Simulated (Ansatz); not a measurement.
LiCl:
```
CELL_PARAMETERS angstrom
      3.89452     0.00000     0.00000
     -1.94726     3.37276     0.00000
      0.00000     0.00000     6.22775
ATOMIC_POSITIONS crystal
  Li 0.66667 0.33333 0.87807
  Li 0.33333 0.66667 0.37807
  Cl 0.66667 0.33333 0.49693
  Cl 0.33333 0.66667 0.99693
```

Relaxed with r²SCAN.

**Question.** Give the Bader charges and basin volumes of the independent atoms, r²SCAN (plane waves, PAW; program Ansatz).

**Answer.** 

| atom | Bader charge (e) | Bader volume (Å³) |
|---|---|---|
| Li1 | +0.90 | 3.6 |
| Cl3 | -0.90 | 37.1 |

Space group P6_3mc (wurtzite). The first step of the workflow began from a Materials Project structure, measured or hypothetical; the Crystallography Open Database copy checked does not list it. It is not the phase usual at ambient conditions (space group No. 225). The cell was relaxed with r²SCAN under the symmetry of its start; whether a distortion lowers the energy is not shown.

Potentials: the later of the program's two PAW sets.
